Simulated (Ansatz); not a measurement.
Here is the system:

SiSn:
Space group Fm-3m (No. 225); a = b = c = 5.6511 Å, α = β = γ = 90.00°

```json
[
 {"atom": "Si", "site": "4a", "symmetry": "m-3m", "x": "0.0000", "y": "0.0000", "z": "0.0000"},
 {"atom": "Sn", "site": "4b", "symmetry": "m-3m", "x": "0.5000", "y": "0.5000", "z": "0.5000"}
]
```
(The calculation used a cell of 2 atoms; values per cell refer to that cell.)

This is the PBE-relaxed structure.

**Question.** All from DFT-PBE in the program Ansatz with PAW potentials, unless another level is named. Give the electronic character.

**Answer.** metallic (no gap).

**Question.** What about the formation energy from the elements (no fitted shifts)?

**Answer.** 0.34 eV/atom.

**Question.** And the density of states at the Fermi level?

**Answer.** 0.51 states/eV per atom (mean over ±0.08 eV).

The cell is a constructed one: a structure type filled with these elements; neither database checked (COD, Materials Project) lists it. Whether it is the stable phase at ambient conditions was not checked. The PBE relaxation kept the symmetry of its start; its stability against distortions is not shown here. The references are the lowest solids computed at this level, not always the standard phases. Spin–orbit coupling is left out wherever it is not named.

Potentials: the later of the program's two PAW sets.
